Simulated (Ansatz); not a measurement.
TaTe (CsCl type, Pm-3m), plane-wave PAW r²SCAN (Ansatz code), all energies at zero smearing, with the estimated change up to a 700 eV cutoff added, with one set of potentials and settings (totals compare only within such a set). Cell of 2 atoms (1 Ta, 1 Te): -16939.639 eV.

| element | reference phase | E (eV/atom) |
|---|---|---|
| Ta | Im-3m, 1 atoms in the cell | -9945.1755 |
| Te | P3_121, 3 atoms in the cell | -6994.9041 |

Formation energy per atom, worked out: (-16939.639 − 1×(-9945.1755) − 1×(-6994.9041))/2 = 0.220 eV/atom (21 kJ per mol of atoms), at 0 K, without zero-point energy or fitted corrections.

The start of the workflow was typed in or built on a structure type; neither database checked (COD, Materials Project) lists it. Its standing as an ambient phase is unchecked. Symmetry was held in the r²SCAN relaxation; its stability against distortions is not shown here. No spin polarisation was allowed. Its formation energy is positive at this level, so the cell may be metastable or incomplete. The references are the lowest solids computed at this level, not always the standard phases. Scalar-relativistic: spin–orbit coupling is off unless named, which matters more the heavier the elements.

Potentials: the earlier of the program's two PAW sets.
